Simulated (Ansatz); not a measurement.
**C, first-principles data**

C:
```yaml
crystal:
  lattice:
    - [-2.43779, 3.90574, 1.60766]
    - [2.43779, -3.90574, 1.60766]
    - [2.43779, 3.90574, -1.60766]
  atoms:
    - { symbol: C, position: [0.41155, 0.00000, 0.91155] }
    - { symbol: C, position: [0.58845, 0.50000, 0.58845] }
    - { symbol: C, position: [0.58845, 0.00000, 0.08845] }
    - { symbol: C, position: [0.41155, 0.50000, 0.41155] }
    - { symbol: C, position: [0.44881, 0.87563, 0.57317] }
    - { symbol: C, position: [0.80246, 0.87563, 0.92683] }
    - { symbol: C, position: [0.55119, 0.12437, 0.42683] }
    - { symbol: C, position: [0.19754, 0.12437, 0.07317] }
```

Space group Imma (No. 74); conventional cell a = 4.8756 Å, b = 7.8115 Å, c = 3.2153 Å, α = β = γ = 90.00°.

Method: plane-wave PAW PBEsol (Ansatz code). Structure relaxed to zero pressure with the same functional. Other levels are named where they apply.

Cell and energy:

| Quantity | Result |
|---|---|
| Volume per atom | 7.65 Å³ |
| Density | 2.61 g/cm³ |

Electronic structure:

| Property | Result |
|---|---|
| Electronic character | no gap, with almost no states at the Fermi level (zero-gap or semimetallic) |
| Density of states at the Fermi level | 0.02 states/eV per atom (mean over ±0.08 eV) |
| HSE06 gap on the PBEsol cell | 0.29 eV (a hybrid on a coarse mesh can open a false gap in a semimetal) |

Mechanics:

| Property | Result |
|---|---|
| Bulk modulus (Birch–Murnaghan fit) | 136 GPa |
| Pressure derivative B′ | 4.9 |

Phonons:

| Property | Result |
|---|---|
| Highest zone-centre frequency | 1464 cm⁻¹ |
| Zone-centre stability | no imaginary mode at Γ |

The start of the workflow was typed in or built on a structure type; neither database checked (COD, Materials Project) lists it. It is not the phase usual at ambient conditions (space group No. 194, 227). The PBEsol relaxation kept the symmetry of its start. As this level gives no gap, phonon frequencies hold no LO–TO term and depend on the k-mesh and smearing (Fermi–Dirac, 0.1 eV here).

Potentials: the earlier of the program's two PAW sets. The files were generated under PBE; for other functionals the program regenerates the frozen cores, and for LDA and PBEsol the local potential too.
